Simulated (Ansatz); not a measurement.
Ge, first-principles data

Ge:
```cif
data_Ge23
_chemical_formula_sum 'Ge23'
_space_group_name_H-M_alt 'P 1'
_space_group_IT_number 1
_cell_length_a 9.07802
_cell_length_b 9.07802
_cell_length_c 9.07802
_cell_angle_alpha 109.471
_cell_angle_beta 109.471
_cell_angle_gamma 109.471
loop_
_space_group_symop_operation_xyz
  'x, y, z'
loop_
_atom_site_label
_atom_site_type_symbol
_atom_site_fract_x
_atom_site_fract_y
_atom_site_fract_z
_atom_site_occupancy
Ge1 Ge 0.00000 0.00000 0.00000 1
Ge2 Ge 0.27107 0.27107 0.27107 1
Ge3 Ge 0.00000 0.00000 0.72893 1
Ge4 Ge 0.00000 0.72893 0.00000 1
Ge5 Ge 0.72893 0.00000 0.00000 1
Ge6 Ge 0.50000 0.25000 0.75000 1
Ge7 Ge 0.50000 0.75000 0.25000 1
Ge8 Ge 0.75000 0.50000 0.25000 1
Ge9 Ge 0.25000 0.50000 0.75000 1
Ge10 Ge 0.25000 0.75000 0.50000 1
Ge11 Ge 0.75000 0.25000 0.50000 1
Ge12 Ge 0.44048 0.44048 0.16932 1
Ge13 Ge 0.27116 0.27116 0.83068 1
Ge14 Ge 0.72884 0.55952 0.00000 1
Ge15 Ge 0.55952 0.72884 0.00000 1
Ge16 Ge 0.16932 0.44048 0.44048 1
Ge17 Ge 0.83068 0.27116 0.27116 1
Ge18 Ge 0.00000 0.72884 0.55952 1
Ge19 Ge 0.00000 0.55952 0.72884 1
Ge20 Ge 0.44048 0.16932 0.44048 1
Ge21 Ge 0.27116 0.83068 0.27116 1
Ge22 Ge 0.55952 0.00000 0.72884 1
Ge23 Ge 0.72884 0.00000 0.55952 1
```

Space group I-43m (No. 217); conventional cell a = 10.4824 Å, b = 10.4824 Å, c = 10.4824 Å, α = 90.00°, β = 90.00°, γ = 90.00°.

Method: the program Ansatz at the r²SCAN level (PAW). Geometry: relaxed at this level of theory. Other levels are named where they apply.

### Cell and energy

| Quantity | Result |
|---|---|
| Volume per atom | 25.04 Å³ |
| Density | 4.82 g/cm³ |

### Electronic structure

| Quantity | Value |
|---|---|
| Band gap | 1.24 eV (indirect) |
| Valence-band maximum | at N |
| Conduction-band minimum | on the P–H line, 72 % of the way from P (8 equivalent valleys) |
| Smallest direct gap on the standard path | 1.33 eV |
| Electron effective mass | 0.26, 0.26, 0.28 mₑ (principal values) |
| Hole effective mass | 0.14, 0.80, 3.3 mₑ (principal values) |
| HSE06 gap on the r²SCAN cell | 1.58 eV |
| Gap with spin–orbit coupling | 1.23 eV |

### Mechanics

| Item | Result |
|---|---|
| Bulk modulus (Birch–Murnaghan fit) | 637 kbar |
| Pressure derivative B′ | 4.8 |

The start of the workflow was typed in or built on a structure type; neither database checked (COD, Materials Project) lists it. It is not the phase usual at ambient conditions (space group No. 227). The cell was relaxed with r²SCAN under the symmetry of its start; whether a distortion lowers the energy is not shown. Spin–orbit coupling is left out wherever it is not named.

Potentials: the later of the program's two PAW sets.
